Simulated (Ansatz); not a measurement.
Cu Kα1 powder pattern (kinematic, no thermal factors).
```csv
2θ (°),relative intensity
12.03,5
18.09,3
23.02,79
23.81,8
24.19,49
26.05,100
29.43,9
33.64,38
38.45,7
40.44,68
40.92,2
42.34,1
43.72,69
44.63,2
47.05,11
47.48,1
47.68,47
48.74,18
49.35,1
49.56,2
50.80,2
51.40,1
53.59,10
55.32,3
57.03,2
61.07,25
61.59,2
63.74,9
64.09,1
65.13,15
65.81,5
66.86,2
68.19,16
69.23,9
70.72,1
71.55,2
72.23,2
73.55,11
75.83,26
76.30,1
77.75,1
77.90,2
78.73,10
82.39,9
82.53,2
84.44,1
84.77,2
87.47,7
```

The pattern is computed from a structure relaxed with DFT PBE, scalar-relativistic, plane waves, PAW in Ansatz. No spin polarisation. Its elements are Al, In, Sb.

**Question.** Give the structure.

**Answer.** Al3InSb4.
Space group P3m1 (No. 156). a = 4.457 Å, b = 4.457 Å, c = 14.704 Å, α = 90.00°, β = 90.00°, γ = 120.00°
```tsv
atom	site	symmetry	x	y	z
Al	1c	3m.	0.6667	0.3333	0.2558
Al	1c	3m.	0.6667	0.3333	0.7440
Al	1b	3m.	0.3333	0.6667	0.5002
In	1b	3m.	0.3333	0.6667	0.0019
Sb	1c	3m.	0.6667	0.3333	0.4401
Sb	1c	3m.	0.6667	0.3333	0.9272
Sb	1b	3m.	0.3333	0.6667	0.1966
Sb	1b	3m.	0.3333	0.6667	0.6844
```

A pattern alone doesn't exclude other cells with like lines; this is the one computed.

The structure comes from a generated guess; another structure or a mixture of phases may lie lower.
